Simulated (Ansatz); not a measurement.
BP:
```yaml
crystal:
  lattice:
    - [0.00000, 2.15932, 2.15932]
    - [2.15932, 0.00000, 2.15932]
    - [2.15932, 2.15932, 0.00000]
  atoms:
    - { symbol: P, position: [0.00000, 0.00000, 0.00000] }
    - { symbol: B, position: [0.50000, 0.50000, 0.50000] }
```

This is the PBE-relaxed structure.

**Question.** All from DFT-PBE in the program Ansatz with PAW potentials, unless another level is named. Predict the electronic character.

**Answer.** metallic (no gap).

**Question.** And the density of states at the Fermi level?

**Answer.** 0.36 states/eV per atom (mean over ±0.08 eV).

**Question.** And the formation energy from the elements (no fitted shifts)?

**Answer.** 0.63 eV/atom.

Space group Fm-3m (rock salt). The start of the workflow was typed in or built on a structure type; neither database checked (COD, Materials Project) lists it. It is not the phase usual at ambient conditions (space group No. 216). Symmetry was held in the PBE relaxation; whether a distortion lowers the energy is not shown. Its formation energy is positive at this level, so the cell may be metastable or incomplete. The references are the lowest solids computed at this level, not always the standard phases.

Potentials: the earlier of the program's two PAW sets.
